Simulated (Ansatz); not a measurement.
MoPt: computed property card

MoPt:
```
MoPt
1.0
    2.71058     0.00000     0.00000
    0.00000     2.71058     0.00000
    0.00000     0.00000     4.12538
Pt Mo
1 1
Direct
  0.00000   0.00000   0.00000
  0.50000   0.50000   0.50000
```

Space group P4/mmm (No. 123), L1₀ or tetragonal B2; conventional cell a = b = 2.7106 Å, c = 4.1254 Å, α = β = γ = 90.00°.

Method: r²SCAN in the plane-wave PAW code Ansatz. The cell and atoms are relaxed at this level. Other levels are named where they apply.

### Cell and energy

```json
{
  "volume_per_atom": "15.16 Å³",
  "density": "15.94 g/cm³",
  "Formation energy from the elements (no fitted shifts)": "-0.27 eV/atom"
}
```

### Electronic structure

```json
{
 "electronic_character": "metallic (no gap)",
 "Density of states at the Fermi level": "0.91 states/eV per atom (mean over ±0.08 eV)",
 "Gap with spin–orbit coupling": "none (metallic)"
}
```

### Mechanics

```json
{
 "Bulk modulus (Birch–Murnaghan fit)": "292 GPa",
 "Pressure derivative B′": "4.8"
}
```

### Charges

```json
{
 "bader_charges": "Pt -0.81, Mo +0.81 e"
}
```

The start of the workflow was typed in or built on a structure type; neither database checked (COD, Materials Project) lists it. Its standing as an ambient phase is unchecked. The cell was relaxed with r²SCAN under the symmetry of its start; its stability against distortions is not shown here. The run is not spin-polarised. Axis ratios of metals converge slowly with the k-mesh, so a and c are less sure than the volume. The references are the lowest solids computed at this level, not always the standard phases. Scalar-relativistic: spin–orbit coupling is off unless named, which matters more the heavier the elements.

Potentials: the earlier of the program's two PAW sets.
